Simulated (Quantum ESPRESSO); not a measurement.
# Si3AlC3N: finding a planted mistake in a log

Computed values, not a measurement. The program is pw.x of Quantum ESPRESSO 7.5 (plane-wave density functional theory). The cell is made up: 8 atoms on a zincblende/diamond lattice, with randomly drawn elements, strain and displacements, not relaxed. PseudoDojo standard norm-conserving files (v0.5 for PBE, v0.4.1 for LDA and PBEsol) set the functional; there is no spin polarisation, spin-orbit coupling or dispersion term, and the masses in the input are unused placeholders.

Intended input:

```
&control calculation='scf', pseudo_dir='./dojo.nc.sr.pbe.v0_5.standard.upf', outdir='./o', disk_io='medium', tprnfor=.true., tstress=.true. /
&system ibrav=0, nat=8, ntyp=4, nbnd=22, ecutwfc=84.00895049, nosym=.true., tot_charge=0,
 occupations='smearing', smearing='fd', degauss=0.0018374661
/
&electrons conv_thr=7.350e-09, electron_maxstep=60, /
ATOMIC_SPECIES
Al 1.0 Al.upf
C 1.0 C.upf
N 1.0 N.upf
Si 1.0 Si.upf
CELL_PARAMETERS angstrom
4.5604 0.0569 0.0251
0.0569 4.4878 -0.0301
0.0251 -0.0301 4.462
ATOMIC_POSITIONS angstrom
Si 0.0352 -0.0007 0.0101
Al 0.0923 2.2191 2.2412
Si 2.2657 0.0064 2.2393
Si 2.3215 2.2767 0.029
C 1.219 1.1323 1.1093
C 1.1841 3.4013 3.3112
N 3.4119 1.1589 3.3769
C 3.4488 3.3972 1.1012
K_POINTS automatic
4 4 4 1 1 1
```

The log is shortened where brackets say so; the opening notice, blank lines, dates and the lines on written files are dropped, and the path of the files is cut. It prints rydbergs, bohrs and kilobars, and counts compression as positive stress. Where no state is partly filled, the Fermi energy that it prints is only some level between the filled and the empty states on the mesh, and need not lie in the true gap.

Log of the intended run:

```
     Program PWSCF v.7.5
     Parallel version (MPI & OpenMP), running on       1 processor cores
     Number of MPI processes:                 1
     Threads/MPI process:                     1
     [start-up lines left out]
     bravais-lattice index     =            0
     lattice parameter (alat)  =       8.6187  a.u.
     unit-cell volume          =     616.1130 (a.u.)^3
     number of atoms/cell      =            8
     number of atomic types    =            4
     number of electrons       =        32.00
     number of Kohn-Sham states=           22
     kinetic-energy cutoff     =      84.0090  Ry
     charge density cutoff     =     336.0358  Ry
     scf convergence threshold =      7.3E-09
     mixing beta               =       0.7000
     number of iterations used =            8  plain     mixing
     Exchange-correlation= PBE
                           (   1   4   3   4   0   0   0)
     [axes and pseudopotential details left out]
   Cartesian axes
     site n.     atom                  positions (alat units)
         1        Si     tau(   1) = (   0.0077179  -0.0001535   0.0022145  )
         2        Al     tau(   2) = (   0.0202376   0.4865568   0.4914024  )
         3        Si     tau(   3) = (   0.4967743   0.0014033   0.4909858  )
         4        Si     tau(   4) = (   0.5090089   0.4991861   0.0063585  )
         5        C      tau(   5) = (   0.2672763   0.2482665   0.2432236  )
         6        C      tau(   6) = (   0.2596241   0.7457644   0.7260092  )
         7        N      tau(   7) = (   0.7480885   0.2540988   0.7404144  )
         8        C      tau(   8) = (   0.7561791   0.7448654   0.2414476  )
     number of k points=    32  Fermi-Dirac smearing, width (Ry)=  0.0018
                       cart. coord. in units 2pi/alat
        k(    1) = (   0.1227312   0.1263359   0.1279303), wk =   0.0625000
        k(    2) = (   0.1213030   0.1280681   0.3834870), wk =   0.0625000
     [further k points left out]
     Dense  grid:    64111 G-vectors     FFT dimensions: (  54,  50,  50)
     Estimated max dynamical RAM per process >      73.97 MB
     Initial potential from superposition of free atoms
     starting charge      31.9956, renormalised to      32.0000
     Starting wfcs are   32 randomized atomic wfcs
     total cpu time spent up to now is        5.1 secs
     per-process dynamical memory:    47.1 Mb
     Self-consistent Calculation
     iteration #  1     ecut=    84.01 Ry     beta= 0.70
     Davidson diagonalization with overlap
     ethr =  1.00E-02,  avg # of iterations =  3.2
     total cpu time spent up to now is       15.4 secs
     total energy              =     -86.35714351 Ry
     estimated scf accuracy    <       1.84500493 Ry
     iteration #  2     ecut=    84.01 Ry     beta= 0.70
     Davidson diagonalization with overlap
     ethr =  5.77E-03,  avg # of iterations =  2.0
     total cpu time spent up to now is       27.3 secs
     total energy              =     -86.94393057 Ry
     estimated scf accuracy    <       0.91008890 Ry
     [iterations 3 to 10 left out]
     iteration # 11     ecut=    84.01 Ry     beta= 0.70
     Davidson diagonalization with overlap
     ethr =  4.69E-10,  avg # of iterations =  3.6
     total cpu time spent up to now is      128.1 secs
     total energy              =     -87.08281286 Ry
     estimated scf accuracy    <       0.00000001 Ry
     iteration # 12     ecut=    84.01 Ry     beta= 0.70
     Davidson diagonalization with overlap
     ethr =  3.86E-11,  avg # of iterations =  2.9
     total cpu time spent up to now is      138.9 secs
     End of self-consistent calculation
     [lines on levels left out]
     the Fermi energy is     8.7716 ev
!    total energy              =     -87.08281286 Ry
     estimated scf accuracy    <          6.7E-09 Ry
     smearing contrib. (-TS)   =      -0.00000000 Ry
     internal energy E=F+TS    =     -87.08281286 Ry
     The total energy is F=E-TS. E is the sum of the following terms:
     one-electron contribution =      11.86400570 Ry
     hartree contribution      =      13.22254369 Ry
     xc contribution           =     -30.60787569 Ry
     ewald contribution        =     -81.56148656 Ry
     convergence has been achieved in  12 iterations
     Forces acting on atoms (cartesian axes, Ry/au):
     atom    1 type  4   force =    -0.02061114   -0.00643480    0.02356084
     atom    2 type  1   force =    -0.04560953    0.01121177   -0.01326247
     atom    3 type  4   force =     0.00974885   -0.01127736   -0.00881689
     atom    4 type  4   force =    -0.01689239    0.02177039   -0.00922037
     atom    5 type  2   force =     0.00668034   -0.03150625   -0.03463686
     atom    6 type  2   force =     0.05787636    0.01323759    0.04439528
     atom    7 type  3   force =     0.00390229   -0.02919593    0.01488458
     atom    8 type  2   force =     0.00490522    0.03219459   -0.01690411
     Total force =     0.121309     Total SCF correction =     0.000020
     Computing stress (Cartesian axis) and pressure
          total   stress  (Ry/bohr**3)                   (kbar)     P=     -126.80
  -0.00102882  -0.00033251  -0.00013636         -151.34      -48.91      -20.06
  -0.00033251  -0.00081746   0.00028139          -48.91     -120.25       41.39
  -0.00013636   0.00028139  -0.00073953          -20.06       41.39     -108.79
     init_run     :      4.56s CPU      4.93s WALL (       1 calls)
     electrons    :    129.38s CPU    133.85s WALL (       1 calls)
     forces       :      1.98s CPU      2.01s WALL (       1 calls)
     stress       :      7.05s CPU      7.11s WALL (       1 calls)
     [timing details left out]
     PWSCF        :   2m23.21s CPU   2m28.24s WALL
     JOB DONE.
```

A second run was made from an input with one planted mistake. Its log:

```
     Program PWSCF v.7.5
     Parallel version (MPI & OpenMP), running on       1 processor cores
     Number of MPI processes:                 1
     Threads/MPI process:                     1
     [start-up lines left out]
     bravais-lattice index     =            0
     lattice parameter (alat)  =       8.6187  a.u.
     unit-cell volume          =     616.1130 (a.u.)^3
     number of atoms/cell      =            8
     number of atomic types    =            4
     number of electrons       =        32.00
     number of Kohn-Sham states=           40
     kinetic-energy cutoff     =      84.0090  Ry
     charge density cutoff     =     336.0358  Ry
     scf convergence threshold =      7.3E-09
     mixing beta               =       0.7000
     number of iterations used =            8  plain     mixing
     Exchange-correlation= PBE
                           (   1   4   3   4   0   0   0)
     [axes and pseudopotential details left out]
   Cartesian axes
     site n.     atom                  positions (alat units)
         1        Si     tau(   1) = (   0.0077179  -0.0001535   0.0022145  )
         2        Al     tau(   2) = (   0.0202376   0.4865568   0.4914024  )
         3        Si     tau(   3) = (   0.4967743   0.0014033   0.4909858  )
         4        Si     tau(   4) = (   0.5090089   0.4991861   0.0063585  )
         5        C      tau(   5) = (   0.2672763   0.2482665   0.2432236  )
         6        C      tau(   6) = (   0.2596241   0.7457644   0.7260092  )
         7        N      tau(   7) = (   0.7480885   0.2540988   0.7404144  )
         8        C      tau(   8) = (   0.7561791   0.7448654   0.2414476  )
     number of k points=    32  Fermi-Dirac smearing, width (Ry)=  0.0316
                       cart. coord. in units 2pi/alat
        k(    1) = (   0.1227312   0.1263359   0.1279303), wk =   0.0625000
        k(    2) = (   0.1213030   0.1280681   0.3834870), wk =   0.0625000
     [further k points left out]
     Dense  grid:    64111 G-vectors     FFT dimensions: (  54,  50,  50)
     Estimated max dynamical RAM per process >      85.20 MB
     Initial potential from superposition of free atoms
     starting charge      31.9956, renormalised to      32.0000
     Starting wfcs are   32 randomized atomic wfcs +    8 random wfcs
     total cpu time spent up to now is        4.7 secs
     per-process dynamical memory:    49.4 Mb
     Self-consistent Calculation
     iteration #  1     ecut=    84.01 Ry     beta= 0.70
     Davidson diagonalization with overlap
     ethr =  1.00E-02,  avg # of iterations =  8.2
     total cpu time spent up to now is       26.8 secs
     total energy              =     -86.36186930 Ry
     estimated scf accuracy    <       1.85327213 Ry
     iteration #  2     ecut=    84.01 Ry     beta= 0.70
     Davidson diagonalization with overlap
     ethr =  5.79E-03,  avg # of iterations =  2.0
     total cpu time spent up to now is       41.2 secs
     total energy              =     -86.87288663 Ry
     estimated scf accuracy    <       1.14486013 Ry
     [iterations 3 to 9 left out]
     iteration # 10     ecut=    84.01 Ry     beta= 0.70
     Davidson diagonalization with overlap
     ethr =  1.66E-09,  avg # of iterations =  1.0
     total cpu time spent up to now is      138.9 secs
     total energy              =     -87.08831003 Ry
     estimated scf accuracy    <       0.00000004 Ry
     iteration # 11     ecut=    84.01 Ry     beta= 0.70
     Davidson diagonalization with overlap
     ethr =  1.17E-10,  avg # of iterations =  2.0
     total cpu time spent up to now is      148.2 secs
     End of self-consistent calculation
     [lines on levels left out]
     the Fermi energy is     9.1416 ev
!    total energy              =     -87.08831004 Ry
     estimated scf accuracy    <          2.4E-09 Ry
     smearing contrib. (-TS)   =      -0.02084816 Ry
     internal energy E=F+TS    =     -87.06746188 Ry
     The total energy is F=E-TS. E is the sum of the following terms:
     one-electron contribution =      11.90230893 Ry
     hartree contribution      =      13.18758667 Ry
     xc contribution           =     -30.59587091 Ry
     ewald contribution        =     -81.56148656 Ry
     convergence has been achieved in  11 iterations
     Forces acting on atoms (cartesian axes, Ry/au):
     atom    1 type  4   force =    -0.01910232   -0.00572692    0.02408624
     atom    2 type  1   force =    -0.04481891    0.00988243   -0.01149319
     atom    3 type  4   force =     0.00800686   -0.01073335   -0.00753833
     atom    4 type  4   force =    -0.01850003    0.02108003   -0.00932228
     atom    5 type  2   force =     0.00749606   -0.03182179   -0.03609355
     atom    6 type  2   force =     0.05852584    0.01338895    0.04423290
     atom    7 type  3   force =     0.00381752   -0.02914710    0.01454841
     atom    8 type  2   force =     0.00457499    0.03307775   -0.01842020
     Total force =     0.121609     Total SCF correction =     0.000023
     Computing stress (Cartesian axis) and pressure
          total   stress  (Ry/bohr**3)                   (kbar)     P=     -125.47
  -0.00101549  -0.00031838  -0.00013662         -149.38      -46.84      -20.10
  -0.00031838  -0.00081135   0.00027893          -46.84     -119.35       41.03
  -0.00013662   0.00027893  -0.00073187          -20.10       41.03     -107.66
     init_run     :      4.17s CPU      4.53s WALL (       1 calls)
     electrons    :    133.16s CPU    143.54s WALL (       1 calls)
     forces       :      1.85s CPU      1.88s WALL (       1 calls)
     stress       :      7.66s CPU      7.72s WALL (       1 calls)
     [timing details left out]
     PWSCF        :   2m27.04s CPU   2m38.03s WALL
     JOB DONE.
```

Question: what was wrong in the second input?

Answer: the smearing is too wide. The input lines that differ, file-writing options aside:

```
- &system ibrav=0, nat=8, ntyp=4, nbnd=22, ecutwfc=84.00895049, nosym=.true., tot_charge=0,
+ &system ibrav=0, nat=8, ntyp=4, nbnd=40, ecutwfc=84.00895049, nosym=.true., tot_charge=0,
-  occupations='smearing', smearing='fd', degauss=0.0018374661
+  occupations='smearing', smearing='fd', degauss=0.0316044171
```

```
                                            intended run  run with the mistake
                          free energy (eV)     -1184.822             -1184.897
                    smearing term -TS (eV)        0.0000               -0.2837
                            pressure (GPa)        -12.68                -12.55
            largest force component (eV/Å)         1.488                 1.505
largest change of a force component (eV/Å)                               0.045
                                iterations            12                    11
```

For scale, a rerun of the intended cell at 1437 eV and a 6 x 6 x 6 mesh moved values by no more than 0.005 eV in energy, 0.02 GPa in stress and 0.002 eV/Å in force. The number of bands, nbnd, was set by rule from the electron count and the smearing, so it follows the mistake.